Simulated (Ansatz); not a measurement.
## Levels at Γ against strain in PbO

```xyz
4
Lattice="3.9744 0.0000 0.0000 0.0000 3.9744 0.0000 0.0000 0.0000 5.0220" Properties=species:S:1:pos:R:3 pbc="T T T"
Pb    0.0000    1.9872    1.1807
Pb    1.9872    0.0000    3.8413
O     0.0000    0.0000    0.0000
O     1.9872    1.9872    0.0000
```

Atoms are numbered in the order listed.

Conventional cell: a = 3.974 Å, b = 3.974 Å, c = 5.022 Å, α = 90.00°, β = 90.00°, γ = 90.00°. Around Pb (atom 1) lie 4 O at 2.31 Å. O (atom 3) is surrounded by 4 Pb at 2.31 Å.

The structure is an experimental refinement, used without relaxation.

Spin–orbit coupling is left out, though it moves levels of the heavy atoms by tenths of an eV or more.

These are results of Ansatz 0.2.0, DFT, LDA, all-electron LAPW, scalar-relativistic, not measurements.

Sampling and basis: a Γ-centred 7×7×6 k mesh, Fermi–Dirac smearing of 0.03 eV, basis error target 1 meV/atom, no spin polarisation.

The cell is scaled evenly. Fractional coordinates are held (clamped ions).

Only quantities that a quadratic follows smoothly over the whole series are listed; rougher ones are left out.

```csv
ln(V/Vcell),direct gap at Γ (eV),smallest gap on mesh and path (eV)
-0.0619,2.461,1.095
-0.0408,2.417,1.134
-0.0202,2.375,1.170
-0.0101,2.354,1.186
0.0000,2.334,1.201
0.0100,2.314,1.217
0.0392,2.256,1.256
0.0583,2.219,1.279
```

(1) Fit the series and give the slopes at zero strain.

(2) One run, at ln(V/Vcell) = 0.0198, is withheld. Predict its row.

Results:

(1) Least-squares fits y = p0 + p1 x + p2 x² to the rows give direct gap at Γ (eV): p1 = -2.01, p2 = 0.67; smallest gap on mesh and path (eV): p1 = 1.52, p2 = -3.3. So dEg/dln V = -2.0 eV for the direct gap at Γ, which isn't the fundamental gap here: that one has dEg/dln V = 1.5 eV. Semilocal gaps are too small, but their slopes carry over better.

(2) The fits give 2.294, 1.230; the run gave 2.294, 1.231.
